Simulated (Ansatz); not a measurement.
The start is a generated cell, Be built in the diamond structure type. Cell shape, volume and atoms are optimised at zero target pressure with PBE (plane waves to 420 eV, PAW, scalar-relativistic; Ansatz, a quantum-chemistry and plane-wave program). First-step values are on the input's coarse k-mesh.

Ansatz input (later rounds restart from its end on a renewed k-mesh):
Ansatz 0.2 input:
```yaml
crystal:
  lattice:
    - [0, 2.251214, 2.251214]
    - [2.251214, 0, 2.251214]
    - [2.251214, 2.251214, 0]
  atoms:
    - { symbol: Be, position: [0.25, 0.25, 0.25] }
    - { symbol: Be, position: [0, 0, 0] }
basis: { ecutwfc: 420, ecutrho_ratio: 4, xc_grid: 2, fft_grid_basis: typed }
kpoints: { mp_grid: { grid: [12, 12, 12] } }
hamiltonian:
  xc: pbe
  dispersion: none
  pseudopotentials: { azcp: { folder: ./paw }, kind: paw }
scf: { occupations: { method: fermi_dirac, width: 0.05 } }
relax: { f_tol: 0.01, max_steps: 100, cell: { stress_tol: 0.02 } }
output: { forces: true, stress: true }
```

**Question.** By how much does the energy per atom fall from start to end?

**Answer.** 0.14 eV/atom.

**Question.** How does the volume change?

**Answer.** +28.7 %, from 11.41 to 14.68 Å³/atom.

**Question.** How do the shortest distances between atoms change?

**Answer.** The closest pairs of elements (up to four, under 3.6 Å), start → end: Be–Be 1.95 → 2.12 Å.

**Question.** What band gap does the relaxed structure have at this level?

**Answer.** No gap (metallic).

**Question.** Write out the relaxed structure.

**Answer.** 
```cif
data_Be8
_chemical_formula_sum 'Be8'
_space_group_name_H-M_alt 'Fd-3m :1'
_space_group_IT_number 227
_space_group_name_Hall 'F 4d 2 3 -1d'
_cell_length_a 4.89746
_cell_length_b 4.89746
_cell_length_c 4.89746
_cell_angle_alpha 90.000
_cell_angle_beta 90.000
_cell_angle_gamma 90.000
loop_
_atom_site_label
_atom_site_type_symbol
_atom_site_symmetry_multiplicity
_atom_site_Wyckoff_symbol
_atom_site_fract_x
_atom_site_fract_y
_atom_site_fract_z
_atom_site_occupancy
Be1 Be 8 a 0.00000 0.00000 0.00000 1
```
(The calculation used a cell of 2 atoms; values per cell refer to that cell.)

The space group stays Fd-3m (No. 227) (the run could not lower it); the end is diamond type, with 2 atoms in the primitive cell. Final values are on a 16×16×16 k-mesh of the relaxed cell. No spin polarisation in the result.

The run could not lose the symmetry of its start: the end is stationary, and may be a saddle point rather than a minimum.

All atoms sit on sites fixed by symmetry, so only the cell could relax.

The relaxed structure here is a generated cell of Be: the first start was made by placing the elements on the sites of a structure type, and the end was not matched to a known phase here, so it may be hypothetical. Known forms of Be include space group No. 194.
